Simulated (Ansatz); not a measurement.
**5 guesses for InH and where they end**

Theory: DFT PBE, scalar-relativistic, plane waves, PAW (Ansatz). All cells share a 420 eV cutoff and Γ-centred k meshes spaced at most about 0.3 Å⁻¹ (about 0.25 or finer for metals, 2π included). No spin polarisation in the final relaxations.

Each guess was relaxed in cell and atoms at zero pressure, within the symmetry of its start. All energies are static (0 K, no zero-point motion). Coordination counts H atoms around In (those within 1.25 times the shortest such distance or 1.15 times the sum of covalent radii; the shortest distance is added where it is long for a bond).

```csv
guess,made from,start group,V start (Å³/atom),end group,V end (Å³/atom),coordination at the end,gap on mesh (eV),E over the lowest end (meV/atom)
1,random cell,Fm-3m,19.8,Fm-3m (rock salt),15.9,In 6 from 2.5 Å,0,205
2,CuTe type,Pmmn,15.8,Pmmn,16.9,In 4,0,30
3,random cell,P6/mmm,18.3,P6/mmm,16.9,In 2,0,0
4,AlAs type,F-43m,19.1,F-43m (zinc blende),17.8,In 4,0,178
5,KI type,Pm-3m,16.1,?,?,?,?,?
```

Guess 5 as it starts:

```cif
data_structure
_symmetry_space_group_name_H-M 'Pm-3m'
_symmetry_Int_Tables_number 221
_cell_length_a 3.1800
_cell_length_b 3.1800
_cell_length_c 3.1800
_cell_angle_alpha 90.000
_cell_angle_beta 90.000
_cell_angle_gamma 90.000
_cell_volume 32.16
loop_
_atom_site_label
_atom_site_type_symbol
_atom_site_symmetry_multiplicity
_atom_site_Wyckoff_symbol
_atom_site_fract_x
_atom_site_fract_y
_atom_site_fract_z
_atom_site_occupancy
In1 In 1 a 0.00000 0.00000 0.00000 1
H1 H 1 b 0.50000 0.50000 0.50000 1
```

Problem. Predict the end of this guess and its energy over the lowest end.

Solution. It ends in the caesium chloride type, space group Pm-3m (No. 221), with a = 3.183 Å, 16.1 Å³/atom and no gap. It lies 277 meV/atom over the lowest end, above guess 1 and so the highest of the set. Counting H atoms around In, this end has In 8 from 2.8 Å and the lowest (guess 3) has In 2.

```xyz
2
Lattice="3.1828 0.0000 0.0000 0.0000 3.1828 0.0000 0.0000 0.0000 3.1828" Properties=species:S:1:pos:R:3 pbc="T T T"
In    0.0000    0.0000    0.0000
H     1.5914    1.5914    1.5914
```

Energies over the elements count from the elements' standard structures at the same level (H₂ as a molecule), with no fitted energy shifts.

Problem. Is the lowest end bound against the elements?

Solution. No: its formation energy is +0.28 eV/atom. The separate elements lie lower, so it is unstable against them.

With hydrogen, zero-point motion can shift formation energies by some tens of meV/atom. Cells relaxed within their symmetry can be saddle points. A lower structure may well exist outside this small set. Some structure types and database cells were kept out of the candidates from the start, so a known form may be missing.
